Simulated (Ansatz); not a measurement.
## GePt: ⁷³Ge nuclear quadrupole resonance

Cell: an entry of the Crystallography Open Database (COD) whose atoms were relaxed with PBE, the cell held.

Space group Pnma (No. 62); a = 5.7320, b = 3.7010, c = 6.0880 Å.

| site | Wyckoff | site symmetry | x | y | z |
| --- | --- | --- | --- | --- | --- |
| Ge | 4c | .m. | 0.8168 | 0.7500 | 0.5879 |
| Pt | 4c | .m. | 0.9981 | 0.7500 | 0.1902 |

One atom of each set is listed.

All values are calculated (Ansatz; DFT, PBE, plane waves and PAW, scalar-relativistic, 420 eV cutoff, Γ-centred 8×13×8 k-points, Fermi–Dirac smearing 0.05 eV), not measured.

⁷³Ge: I = 9/2, Q = -196.0 mb (year-2017 value). Static lattice, zero field.

Task: Predict the zero-field ⁷³Ge lines of each site.

Result: For I = 9/2 and η = 0 the lines are |C_Q|/24 times 1, 2, 3 and 4; η shifts the lowest up most. At large η the states mix, and weaker lines appear at sums of the main ones; lines under 5 % of the strongest are left out.

| site | atoms | V_zz (10²¹ V/m²) | C_Q (MHz) | η | line frequencies (MHz) |
| --- | --- | --- | --- | --- | --- |
| Ge | 4 | -6.65 | 31.5 | 1.00 | 3.27, 3.28, 4.79, 4.81, 6.54 |

At this cell the PBE pressure is 7 GPa, so with PBE the cell would grow if it were relaxed. With no gap above 0.1 eV, as in a metal, the gradients converge slowly in k; expect changes of a tenth or more on a denser mesh. Without spin–orbit coupling the gradients at and beside Pt can be off by some per cent, at some sites by more.
